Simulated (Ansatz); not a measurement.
BN in space group Fmm2 (No. 42; B on 4a, N on 4a), the program Ansatz at the r²SCAN+D4 level (PAW). The conduction-band minimum lies at T, with 1 equivalent valley. Second derivatives d²E/dk² of the lowest band at one valley (eV·Å²), along Cartesian directions:

| direction | d²E/dk² |
|---|---|
| [100] | 3.408 |
| [010] | 10.37 |
| [001] | 35.31 |
| [110] | 6.889 |
| [101] | 19.36 |
| [011] | 22.84 |

**Question.** Find the principal effective masses, the density-of-states mass and the conductivity mass.

**Answer.** Off-diagonal terms follow from H_xy = H[110] − (H_xx + H_yy)/2, and m*/mₑ = 7.620 eV·Å² over each eigenvalue: 0.22, 0.73, 2.2. One valley's DOS mass (m₁m₂m₃)^(1/3) = 0.71, conductivity mass 3/(Σ 1/mᵢ) = 0.47 mₑ.

**Question.** What effective density of states Nc follows at 300 K for parabolic valleys?

**Answer.** Nc = 2.509e19 × 1 × (0.71)^(3/2) ≈ 1.5e19 cm⁻³.

**Question.** With the computed static dielectric constant 5.10 (mean of the diagonal), estimate a hydrogenic donor's binding energy and radius.

**Answer.** E = 13.606 eV × 0.47/5.10² ≈ 250 meV; a = 0.529 Å × ε/m* ≈ 5.7 Å. Semilocal masses tend to be too small when the gap is underestimated.

The first step of the workflow began from a Materials Project structure, measured or hypothetical; the Crystallography Open Database copy checked does not list it. It is not the phase usual at ambient conditions (space group No. 186, 194, 216). Symmetry was held in the r²SCAN+D4 relaxation. At this level the phase is mechanically unstable.

Potentials: the earlier of the program's two PAW sets. The files were generated under PBE; for other functionals the program regenerates the frozen cores, and for LDA and PBEsol the local potential too.
